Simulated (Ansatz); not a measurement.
The start is a generated cell, TiFe placed in the AFLOW prototype AB_tI8_141_a_b ("40", as in NbP). The structure is fully relaxed (lattice and positions, P = 0) with PBEsol (plane waves to 420 eV, PAW, scalar-relativistic; Ansatz, an electronic-structure program). The first steps use a coarse 15×15×15 k-mesh.

Initial structure:
```
CELL_PARAMETERS angstrom
     -1.54772     1.54772     5.29716
      1.54772    -1.54772     5.29716
      1.54772     1.54772    -5.29716
ATOMIC_POSITIONS crystal
  Fe 0.75000 0.25000 0.50000
  Fe 0.00000 0.00000 0.00000
  Ti 0.50000 0.50000 0.00000
  Ti 0.25000 0.75000 0.50000
```
Spin-polarised start, with parallel moments on Fe.

Question: How much energy is released per atom?

Answer: 0.49 eV/atom.

Question: How do the shortest distances between atoms change?

Answer: The closest pairs of elements (up to four, under 3.6 Å), start → end: Fe–Ti 2.19 → 2.42 Å; Ti–Ti 3.07 → 2.78 Å; Fe–Fe 3.07 → 2.78 Å.

Question: What band gap does the relaxed structure have at this level?

Answer: Zero (metallic).

Question: What magnetic moments remain?

Answer: Net 0.27 μB/atom, ferrimagnetic.

The space group stays I4₁/amd (No. 141) (the run could not lower it), with 4 atoms in the primitive magnetic cell. Final values are on a 18×18×18 k-mesh of the relaxed cell. The start holds a very short contact (Ti–Fe 2.19 Å). Spin state reached: ferrimagnetic (net 0.27 μB/atom), from parallel starting moments; other spin orders were not run from this start.

The run could not lose the symmetry of its start: the end is stationary, and may be a saddle point rather than a minimum.

All atoms sit on sites fixed by symmetry, so only the cell could relax.

The relaxed structure here is a generated cell of TiFe: the first start was made by placing the elements on the sites of a structure type, and the end was not matched to a known phase here, so it may be hypothetical. Known forms of TiFe include space group No. 221.
